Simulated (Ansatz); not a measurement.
Starting cell, GaAs (zinc blende):

```
GaAs
1.0
    0.00000     2.82951     2.82951
    2.82951     0.00000     2.82951
    2.82951     2.82951     0.00000
As Ga
1 1
Direct
  0.75000   0.75000   0.75000
  0.00000   0.00000   0.00000
```

Scan: atom 2 (Ga, nearest neighbour As at 2.450 Å; its periodic images, 4.0 Å or more away, move with it) is displaced along Cartesian z, direction (0.000, 0.000, 1.000) in Cartesian axes, by s. The other atoms stay.

Computed with PBEsol (plane waves to 420 eV, PAW, scalar-relativistic; Ansatz, an electronic-structure program). k mesh 8×8×8 (Γ-centred), Fermi-Dirac smearing 0.05 eV. The energy includes the smearing's −TS. Stress and pressure are positive under compression. As the smearing reaches across the gap at some points, energies and forces of such displacements shift with the k mesh and the smearing. F∥ is the force on the atom along that direction. GaAs was relaxed with its symmetry unable to fall. ΔE is measured from the undisplaced structure.

```json
[
 {"s (Å)": "-0.740", "ΔE (meV/cell)": "1978", "P (GPa)": "13.0", "F∥ (eV/Å)": "4.157"},
 {"s (Å)": "-0.592", "ΔE (meV/cell)": "1374", "P (GPa)": "9.1", "F∥ (eV/Å)": "3.939"},
 {"s (Å)": "-0.444", "ΔE (meV/cell)": "828", "P (GPa)": "5.4", "F∥ (eV/Å)": "3.395"},
 {"s (Å)": "-0.296", "ΔE (meV/cell)": "(withheld)", "P (GPa)": "2.5", "F∥ (eV/Å)": "2.512"},
 {"s (Å)": "-0.148", "ΔE (meV/cell)": "(withheld)", "P (GPa)": "0.6", "F∥ (eV/Å)": "1.329"},
 {"s (Å)": "0.000", "ΔE (meV/cell)": "0", "P (GPa)": "0.0", "F∥ (eV/Å)": "0.000"},
 {"s (Å)": "0.148", "ΔE (meV/cell)": "(withheld)", "P (GPa)": "0.6", "F∥ (eV/Å)": "-1.329"},
 {"s (Å)": "0.296", "ΔE (meV/cell)": "(withheld)", "P (GPa)": "2.5", "F∥ (eV/Å)": "-2.512"},
 {"s (Å)": "0.444", "ΔE (meV/cell)": "828", "P (GPa)": "5.4", "F∥ (eV/Å)": "-3.395"},
 {"s (Å)": "0.592", "ΔE (meV/cell)": "1374", "P (GPa)": "9.1", "F∥ (eV/Å)": "-3.939"},
 {"s (Å)": "0.740", "ΔE (meV/cell)": "1978", "P (GPa)": "13.0", "F∥ (eV/Å)": "-4.157"}
]
```

Q: Some entries are withheld; supply them.

A: 
- -0.296, ΔE (meV/cell): 386
- -0.148, ΔE (meV/cell): 99
- 0.148, ΔE (meV/cell): 99
- 0.296, ΔE (meV/cell): 386

(For displaced atoms, the force is minus the slope of the energy, and its curvature is a force constant, which sets phonon frequencies.)
